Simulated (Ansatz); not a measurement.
Bi$_{2}$TeO$_{2}$:
```
Bi2TeO2
1.0
    4.03594     0.00000     0.00000
   -2.01797     3.49523     0.00000
    0.00000     0.00000     7.33040
Bi Te O
2 1 2
Direct
  0.66667   0.33333   0.79837
  0.33333   0.66667   0.20163
  0.00000   0.00000   0.50000
  0.66667   0.33333   0.11438
  0.33333   0.66667   0.88562
```

Tensor components refer to the Cartesian frame of this cell.

Q: Give the high-frequency dielectric tensor and the Born effective charge tensors of the independent atoms from DFPT, the program Ansatz at the PBEsol level (PAW).

A: 
ε∞:
```
15.7  0.00  0.00
0.00  15.7  0.00
0.00  0.00  15.6
```
Z* of atom 1 (Bi), rows: field, columns: displacement, in e:
```
5.31  0.00  0.00
0.00  5.31  0.00
0.00  0.00  7.49
```
Z* of atom 3 (Te), rows: field, columns: displacement, in e:
```
-2.93   0.00   0.00
 0.00  -2.93   0.00
 0.00   0.00  -4.12
```
Z* of atom 4 (O), rows: field, columns: displacement, in e:
```
-3.84   0.00   0.00
 0.00  -3.84   0.00
 0.00   0.00  -5.43
```

Space group P-3m1. The start of the workflow was typed in or built on a structure type; neither database checked (COD, Materials Project) lists it. Whether it is the stable phase at ambient conditions was not checked. The PBEsol relaxation kept the symmetry of its start; whether a distortion lowers the energy is not shown. The volume moved by 21 % from the start of the relaxation. Scalar-relativistic: spin–orbit coupling is off unless named, which matters more the heavier the elements.

Potentials: the earlier of the program's two PAW sets. The files were generated under PBE; for other functionals the program regenerates the frozen cores, and for LDA and PBEsol the local potential too.
